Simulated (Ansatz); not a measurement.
## Ga$_{3}$As$_{2}$P (P3m1) at 2 levels of theory

One geometry, relaxed with PBE; plane waves with PAW potentials in Ansatz, scalar-relativistic. No spin polarisation. Gaps are the least over mesh and band path; pressure is positive in compression, and isn't given for hybrids.

```
Ga P As
1.0
     4.00495    0.00000    0.00000
    -2.00247    3.46838    0.00000
     0.00000    0.00000    9.81517
Ga P As
3 1 2
Direct
  0.00000 0.00000 0.99342
  0.33333 0.66667 0.67337
  0.66667 0.33333 0.33351
  0.33333 0.66667 0.91666
  0.66667 0.33333 0.58627
  0.00000 0.00000 0.24676
```

| level | cutoff (eV) | k mesh | gap (eV) | pressure (GPa) |
| --- | --- | --- | --- | --- |
| PBE | 420 | 12×12×4 | 0.52 | 0.0 |

Problem. What comes out on the same cell with HSE06?

Solution.
```
level  cutoff (eV)  k mesh  gap (eV)  pressure (GPa)
HSE06          420   6×6×2      1.38               -
```

It was reached by relaxing an invented guess, and it needn't be the stable form of this composition.
